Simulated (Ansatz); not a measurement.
Input:

Sc:
```xyz
4
Lattice="3.3118 0.0000 0.0000 -1.6559 2.8681 0.0000 0.0000 0.0000 10.5266" Properties=species:S:1:pos:R:3 pbc="T T T"
Sc     0.0000     0.0000     0.0000
Sc     0.0000     0.0000     5.2633
Sc     0.0000     1.9120     2.6316
Sc     1.6559     0.9560     7.8949
```

This is the r²SCAN-relaxed structure. x, y and z are the axes in which the lattice vectors are written.

Q: All from r²SCAN (plane waves, PAW; program Ansatz), unless another level is named. Give the Hill bulk and shear moduli.

A: 54.0 and 24.5 GPa.

Q: Predict the elastic constants (relaxed ions, GPa).

A: C11 = 86.9, C12 = 45.9, C13 = 31.8, C33 = 93.9, C44 = 25.5.

Space group P6_3/mmc (dhcp (α-La type)). The start of the workflow was typed in or built on a structure type. Its sites differ from those of the usual phase in this space group: another stacking or structure type. Symmetry was held in the r²SCAN relaxation; whether a distortion lowers the energy is not shown. The run is not spin-polarised. As this level gives no gap, shear constants depend on the k-mesh and smearing (Fermi–Dirac, 0.1 eV here). On the denser mesh and wider smearing of the elastic run this cell carries a stress of 0.3 GPa.

Potentials: the later of the program's two PAW sets.
